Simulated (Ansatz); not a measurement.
Values for one crystal, relaxed and computed with DFT-r²SCAN in the program Ansatz with PAW potentials; other levels are named.

```yaml
volume_per_atom: 12.46 Å³
band_gap: 2.27 eV (indirect)
smallest_direct_gap_on_the_standard_path: 2.50 eV
conduction_band_minimum: at F (3 equivalent valleys)
valence_band_maximum: at Γ
Pressure derivative B′: 3.8
Hole effective mass, band 2 of 2 at the edge: 0.49 along x, 20 along z (mₑ)
```

### Question
Which compound is it?
A. YN, rock salt
B. Li4NCl, R-3m (Li on 6c, Li on 6c, N on 3a, Cl on 3b)
C. AlN, rock salt
D. Bi2Te3, R-3m (Bi on 6c, Te on 6c, Te on 3a)

### Answer
B, Li4NCl, R-3m (Li on 6c, Li on 6c, N on 3a, Cl on 3b)

The first step of the workflow began from a Materials Project structure, measured or hypothetical; the Crystallography Open Database copy checked does not list it. Its standing as an ambient phase is unchecked. Symmetry was held in the r²SCAN relaxation; its stability against distortions is not shown here.

Potentials: the later of the program's two PAW sets.
